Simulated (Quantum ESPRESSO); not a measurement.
## Mo4Ga4 (input and log of a self-consistent run)

Simulated, not a measurement. The program is pw.x of Quantum ESPRESSO 7.5 (plane-wave density functional theory). The cell is made up: eight metal atoms on a hexagonal close-packed lattice, with elements, volume, strain and displacements drawn at random and not relaxed, so it may be unstable or far from any real phase. PseudoDojo standard norm-conserving files set the functional (PBE unless stated); there is no spin polarisation or spin-orbit coupling, the Fermi-Dirac width of 0.25 eV means electrons at about 2900 K, and the masses in the input are unused placeholders. A spin test at this wide smearing found no moment, but such smearing suppresses magnetism that the real alloy may have.

Input:

```
&control calculation='scf', pseudo_dir='./dojo.nc.sr.pbe.v0_5.standard.upf', outdir='./o', disk_io='minimal', tprnfor=.true., tstress=.true. /
&system ibrav=0, nat=8, ntyp=2, nbnd=67, ecutwfc=79.96652505, nosym=.true., tot_charge=0,
 occupations='smearing', smearing='fd', degauss=0.0183746611
/
&electrons conv_thr=1.470e-08, electron_maxstep=70, mixing_beta=0.5 /
ATOMIC_SPECIES
Ga 1.0 Ga.upf
Mo 1.0 Mo.upf
CELL_PARAMETERS angstrom
0.0246 5.0342 0.0341
2.8814 0.0458 4.6236
2.8719 -0.0174 -4.6177
ATOMIC_POSITIONS angstrom
Mo -0.1306 0.0416 -0.0373
Mo 2.7836 0.0009 -0.1122
Ga 2.9613 1.6953 -2.4065
Ga 2.7939 1.7074 2.2569
Ga 1.4854 2.4653 0.0133
Mo 4.3656 2.497 0.2096
Mo 1.5056 4.1573 -2.2031
Ga 1.5351 4.1233 2.2895
K_POINTS automatic
5 5 5 1 1 1
```

The log is shortened where brackets say so; the opening notice, blank lines, dates and the lines on written files are dropped, and the path of the files is cut. It prints rydbergs, bohrs and kilobars, and counts compression as positive stress. Its total energy is the free energy E - TS of the whole cell.

```
     Program PWSCF v.7.5
     Parallel version (MPI & OpenMP), running on       4 processor cores
     Number of MPI processes:                 4
     Threads/MPI process:                     1
     [start-up lines left out]
     bravais-lattice index     =            0
     lattice parameter (alat)  =       9.5136  a.u.
     unit-cell volume          =     903.0590 (a.u.)^3
     number of atoms/cell      =            8
     number of atomic types    =            2
     number of electrons       =       108.00
     number of Kohn-Sham states=           67
     kinetic-energy cutoff     =      79.9665  Ry
     charge density cutoff     =     319.8661  Ry
     scf convergence threshold =      1.5E-08
     mixing beta               =       0.5000
     number of iterations used =            8  plain     mixing
     Exchange-correlation= PBE
                           (   1   4   3   4   0   0   0)
     [axes and pseudopotential details left out]
   Cartesian axes
     site n.     atom                  positions (alat units)
         1        Mo     tau(   1) = (  -0.0259416   0.0082632  -0.0074091  )
         2        Mo     tau(   2) = (   0.5529186   0.0001788  -0.0222868  )
         3        Ga     tau(   3) = (   0.5882159   0.3367448  -0.4780136  )
         4        Ga     tau(   4) = (   0.5549646   0.3391483   0.4482979  )
         5        Ga     tau(   5) = (   0.2950515   0.4896933   0.0026418  )
         6        Mo     tau(   6) = (   0.8671582   0.4959900   0.0416338  )
         7        Mo     tau(   7) = (   0.2990639   0.8257826  -0.4376114  )
         8        Ga     tau(   8) = (   0.3049236   0.8190291   0.4547734  )
     number of k points=    63  Fermi-Dirac smearing, width (Ry)=  0.0184
                       cart. coord. in units 2pi/alat
        k(    1) = (   0.1745197   0.0991565  -0.0008575), wk =   0.0320000
        k(    2) = (   0.3496405   0.0990400  -0.1099906), wk =   0.0320000
     [further k points left out]
     Dense  grid:    87219 G-vectors     FFT dimensions: (  60,  60,  60)
     Estimated max dynamical RAM per process >     315.68 MB
     Estimated total dynamical RAM >       1.17 GB
     Initial potential from superposition of free atoms
     starting charge     107.9836, renormalised to     108.0000
     Starting wfcs are   76 randomized atomic wfcs
     total cpu time spent up to now is        5.4 secs
     per-process dynamical memory:   264.0 Mb
     Self-consistent Calculation
     iteration #  1     ecut=    79.97 Ry     beta= 0.50
     Davidson diagonalization with overlap
     ethr =  1.00E-02,  avg # of iterations =  2.8
     Threshold (ethr) on eigenvalues was too large:
     Diagonalizing with lowered threshold
     Davidson diagonalization with overlap
     ethr =  5.27E-04,  avg # of iterations =  2.8
     total cpu time spent up to now is       26.8 secs
     total energy              =   -1173.80806857 Ry
     estimated scf accuracy    <       0.63778029 Ry
     iteration #  2     ecut=    79.97 Ry     beta= 0.50
     Davidson diagonalization with overlap
     ethr =  5.91E-04,  avg # of iterations =  2.0
     total cpu time spent up to now is       37.7 secs
     total energy              =   -1173.84892190 Ry
     estimated scf accuracy    <       0.39790334 Ry
     iteration #  3     ecut=    79.97 Ry     beta= 0.50
     Davidson diagonalization with overlap
     ethr =  3.68E-04,  avg # of iterations =  2.0
     total cpu time spent up to now is       48.0 secs
     total energy              =   -1173.88466118 Ry
     estimated scf accuracy    <       0.47668805 Ry
     iteration #  4     ecut=    79.97 Ry     beta= 0.50
     Davidson diagonalization with overlap
     ethr =  3.68E-04,  avg # of iterations =  2.0
     total cpu time spent up to now is       57.6 secs
     total energy              =   -1173.93041364 Ry
     estimated scf accuracy    <       0.30843108 Ry
     iteration #  5     ecut=    79.97 Ry     beta= 0.50
     Davidson diagonalization with overlap
     ethr =  2.86E-04,  avg # of iterations =  1.0
     total cpu time spent up to now is       66.1 secs
     total energy              =   -1173.95513040 Ry
     estimated scf accuracy    <       0.00520364 Ry
     [iterations 6 to 8 left out]
     iteration #  9     ecut=    79.97 Ry     beta= 0.50
     Davidson diagonalization with overlap
     ethr =  8.07E-08,  avg # of iterations =  3.2
     total cpu time spent up to now is      109.0 secs
     total energy              =   -1173.95699416 Ry
     estimated scf accuracy    <       0.00020402 Ry
     iteration # 10     ecut=    79.97 Ry     beta= 0.50
     Davidson diagonalization with overlap
     ethr =  8.07E-08,  avg # of iterations =  1.8
     total cpu time spent up to now is      118.1 secs
     total energy              =   -1173.95700951 Ry
     estimated scf accuracy    <       0.00000250 Ry
     iteration # 11     ecut=    79.97 Ry     beta= 0.50
     Davidson diagonalization with overlap
     ethr =  2.31E-09,  avg # of iterations =  3.4
     total cpu time spent up to now is      128.6 secs
     total energy              =   -1173.95701003 Ry
     estimated scf accuracy    <       0.00000022 Ry
     iteration # 12     ecut=    79.97 Ry     beta= 0.50
     Davidson diagonalization with overlap
     ethr =  2.01E-10,  avg # of iterations =  3.6
     total cpu time spent up to now is      140.3 secs
     total energy              =   -1173.95701009 Ry
     estimated scf accuracy    <       0.00000005 Ry
     iteration # 13     ecut=    79.97 Ry     beta= 0.50
     Davidson diagonalization with overlap
     ethr =  4.21E-11,  avg # of iterations =  2.0
     total cpu time spent up to now is      150.0 secs
     End of self-consistent calculation
     [lines on levels left out]
!    total energy              =   -1173.95701009 Ry
     estimated scf accuracy    <          7.6E-09 Ry
     smearing contrib. (-TS)   =      -0.09686776 Ry
     internal energy E=F+TS    =   -1173.86014233 Ry
     The total energy is F=E-TS. E is the sum of the following terms:
     one-electron contribution =    -280.23652647 Ry
     hartree contribution      =     225.94534118 Ry
     xc contribution           =    -249.85902856 Ry
     ewald contribution        =    -869.70992847 Ry
     convergence has been achieved in  13 iterations
     Forces acting on atoms (cartesian axes, Ry/au):
     atom    1 type  2   force =     0.01512390   -0.00326076    0.01587622
     atom    2 type  2   force =     0.01139518   -0.00161952    0.01374004
     atom    3 type  1   force =    -0.02060763   -0.01896404    0.04308522
     atom    4 type  1   force =     0.02929969   -0.01834209    0.02419097
     atom    5 type  1   force =    -0.00286842    0.00869593   -0.03256550
     atom    6 type  2   force =    -0.02031854   -0.00326000   -0.06239341
     atom    7 type  2   force =    -0.00036455    0.01271887   -0.01984550
     atom    8 type  1   force =    -0.01165964    0.02403162    0.01791197
     Total force =     0.110834     Total SCF correction =     0.000274
     Computing stress (Cartesian axis) and pressure
          total   stress  (Ry/bohr**3)                   (kbar)     P=      -81.43
  -0.00067100  -0.00003945   0.00002190          -98.71       -5.80        3.22
  -0.00003945  -0.00049906  -0.00004451           -5.80      -73.41       -6.55
   0.00002190  -0.00004451  -0.00049054            3.22       -6.55      -72.16
     init_run     :      4.74s CPU      4.93s WALL (       1 calls)
     electrons    :    141.04s CPU    144.61s WALL (       1 calls)
     forces       :      1.55s CPU      1.56s WALL (       1 calls)
     stress       :      5.25s CPU      5.25s WALL (       1 calls)
     [timing details left out]
     PWSCF        :   2m33.08s CPU   2m36.86s WALL
     JOB DONE.
```

In other units: free energy -15972.499 eV for the cell, pressure -8.14 GPa, largest force component 1.604 eV/Å in size. The run took 159 s of wall time with four MPI processes on a shared machine (Intel Xeon, 2023 or later, virtual cores), so the time is rough. A rerun of this cell at a higher cutoff and on a denser mesh moved values by no more than 0.003 eV in energy, 0.08 GPa in stress and 0.005 eV/Å in force, and a second program with other atomic files agreed on that cell to 2 % rms in force and 0.5 GPa in pressure.